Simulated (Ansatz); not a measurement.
## AlCu: moving Cu off its site

AlCu, Pm-3m, a = 2.998 Å (as given, not relaxed at this level: -4.9 GPa). The structure is a Materials Project entry; whether it is the stable form wasn't checked. Ansatz: r2SCAN, PAW, 500 eV, Γ-centred 16×16×16 mesh on 2 atoms, Gaussian smearing 0.15 eV; no spin polarisation.

```
Al Cu
1.0
     2.99751    0.00000    0.00000
     0.00000    2.99751    0.00000
     0.00000    0.00000    2.99751
Al Cu
1 1
Direct
  0.00000 0.00000 0.00000
  0.50000 0.50000 0.50000
```

Atom 2 (Cu) moves by x along the unit vector (0.000, 0.000, 1.000), with its periodic images; all else is held. y is the free energy of the cell over the start, F the force along the path summed over the moved atoms. Symmetry makes y even in x.

| x (Å) | y (meV) | F (eV/Å) |
| --- | --- | --- |
| -0.5000 | ? | ? |
| -0.2500 | 124.6 | 0.99 |
| 0.0000 | 0.0 | 0.00 |
| 0.0625 | 7.8 | -0.25 |
| 0.1250 | 31.2 | -0.50 |
| 0.1875 | 70.1 | -0.75 |
| 0.3125 | 194.4 | -1.24 |
| 0.3750 | 279.4 | -1.48 |
| 0.4375 | 379.1 | -1.71 |

**Question.** Fit y = c2 x² + c4 x⁴ to the energies of the other rows, give the force constant, and predict energy and force of the missing row.

**Answer.** Least squares on the rows shown. y = 2000.5 x² − 102.37 x⁴. The force constant is 2 c2 = 4.00 eV/Å², for the cell as given, at -4.9 GPa (for all images moving together, not for a lone atom). With two atoms in a cubic cell this is the optical mode at Γ (in a metal it hangs on mesh and smearing): ω = 521.5 √(2 c2/μ) = 240 cm⁻¹ for μ = 18.94 u. The force −dy/dx at the missing row is 1.95 eV/Å (computed 1.93). At x = -0.5000 the fit asked for gives 493.7 meV. The run gave 493.0 meV, so the fit is 0.7 meV too high, a small miss on the scale of the series.